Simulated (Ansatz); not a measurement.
Here is the system:

I:
```
I
1.0
    0.00000     2.58407     2.58407
    2.58407     0.00000     2.58407
    2.58407     2.58407     0.00000
I
1
Direct
  0.00000   0.00000   0.00000
```

This is the r²SCAN+D4-relaxed structure.

Problem. All from plane-wave PAW r²SCAN+D4 (Ansatz code), unless another level is named. Predict the electronic character.

Solution. metallic (no gap).

Problem. And the density of states at the Fermi level?

Solution. 1.5 states/eV per atom (mean over ±0.08 eV).

Problem. Predict the gap with spin–orbit coupling.

Solution. none (metallic).

Space group Fm-3m (fcc (Cu type)). A made-up cell: these elements were put on the sites of a structure type; neither database checked (COD, Materials Project) lists it. It is not the phase usual at ambient conditions (space group No. 64). The cell was relaxed with r²SCAN+D4 under the symmetry of its start. At this level the phase is mechanically unstable. With an odd number of electrons in the cell and no spin polarisation, the count alone makes it a metal. Scalar-relativistic: spin–orbit coupling is off unless named, which matters more the heavier the elements.

Potentials: the later of the program's two PAW sets.
